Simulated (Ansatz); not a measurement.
## Pressure against volume: ZrZn

```
Zr Zn
1.0
     3.26790    0.00000    0.00000
     0.00000    3.26790    0.00000
     0.00000    0.00000    3.26790
Zr Zn
1 1
Direct
  0.50000 0.50000 0.50000
  0.00000 0.00000 0.00000
```

The geometry is COD entry 1540230, unchecked; take it as a test cell. The listed cell was then made from it by scaling, straining or moving an atom.

All numbers are computed: DFT, PBEsol, all-electron LAPW, scalar-relativistic (Ansatz 0.2.0); DFT, PBEsol, PAW with Ansatz's default frozen-core files, scalar-relativistic (Ansatz 0.2.0).

For LAPW: a Γ-centred 10×10×10 k mesh, Fermi–Dirac smearing of 0.08 eV, basis error target 0.5 meV/atom, no spin polarisation. PAW takes a cutoff of 420 eV at this cell (files made with PBE, cores remade for this functional). The Ansatz runs share mesh, smearing and spin set-up. Plane-wave (PAW) pressures include the program's estimate of the Pulay term.

The cell above is scaled evenly, with fractional coordinates and shape held.

Question: Estimate the equilibrium volume and bulk modulus that all-electron LAPW gives for this fixed shape.

Answer: V0 = 17.85 Å³/atom, B0 = 118 GPa, B0′ = 4.3, from a third-order Birch–Murnaghan fit to these pressures:
```json
{"V/V(cell)": "1.0000", "V (Å³/atom)": "17.449", "P, LAPW (GPa)": "2.81", "P, PAW (GPa)": "2.79", "free energy over the lowest listed, PAW (meV/atom)": "3.4"}
{"V/V(cell)": "1.0213", "V (Å³/atom)": "17.820", "P, LAPW (GPa)": "0.20", "P, PAW (GPa)": "0.18", "free energy over the lowest listed, PAW (meV/atom)": "0.0"}
{"V/V(cell)": "1.0426", "V (Å³/atom)": "18.192", "P, LAPW (GPa)": "-2.14", "P, PAW (GPa)": "-2.16", "free energy over the lowest listed, PAW (meV/atom)": "2.3"}
{"V/V(cell)": "1.0532", "V (Å³/atom)": "18.377", "P, LAPW (GPa)": "-3.22", "P, PAW (GPa)": "-3.24", "free energy over the lowest listed, PAW (meV/atom)": "5.5"}
{"V/V(cell)": "1.0745", "V (Å³/atom)": "18.749", "P, LAPW (GPa)": "-5.21", "P, PAW (GPa)": "-5.22", "free energy over the lowest listed, PAW (meV/atom)": "15.3"}
{"V/V(cell)": "1.0851", "V (Å³/atom)": "18.934", "P, LAPW (GPa)": "-6.13", "P, PAW (GPa)": "-6.14", "free energy over the lowest listed, PAW (meV/atom)": "21.9"}
{"V/V(cell)": "1.1064", "V (Å³/atom)": "19.306", "P, LAPW (GPa)": "-7.82", "P, PAW (GPa)": "-7.83", "free energy over the lowest listed, PAW (meV/atom)": "38.1"}
{"V/V(cell)": "1.1277", "V (Å³/atom)": "19.677", "P, LAPW (GPa)": "-9.33", "P, PAW (GPa)": "-9.34", "free energy over the lowest listed, PAW (meV/atom)": "58.0"}
```

PAW's V0 lies -0.01 % from the all-electron value and its B0 0.0 %. Symmetry fixes shape and coordinates here, so this is the relaxed modulus.
